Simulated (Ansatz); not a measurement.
Simulated powder pattern, Cu Kα, λ = 1.54184 Å (kinematic, ideal powder, no thermal factors, no anomalous dispersion; the 30 strongest lines at most, above 1 %, up to 2θ = 90°):

```csv
2θ (°),d (Å),I/Imax (%)
31.11,2.874,25
34.69,2.586,24
35.74,2.513,100
47.28,1.923,14
55.36,1.660,17
62.85,1.479,16
64.88,1.437,2.4
67.00,1.397,17
67.66,1.385,13
73.20,1.293,2.2
75.71,1.256,2.9
81.65,1.179,2.4
88.59,1.104,5.9
```

The pattern belongs to a structure relaxed with the program Ansatz at the r²SCAN+D4 level (PAW).

### Question
Which compound is it?
A) Zr, hcp (Mg type)
B) Mg, hcp (Mg type)
C) Co, hcp (Mg type)
D) Sc, hcp (Mg type)

### Answer
D, Sc, hcp (Mg type)

### Question
Give the lattice parameters.

### Answer
a = 3.319 Å, c = 5.172 Å.

Space group P6_3/mmc (hcp (Mg type)). The cell was relaxed with r²SCAN+D4 under the symmetry of its start. The run is not spin-polarised. The pairwise dispersion correction was not fitted to metals. Axis ratios of metals converge slowly with the k-mesh, so a and c are less sure than the volume.

Potentials: the later of the program's two PAW sets.
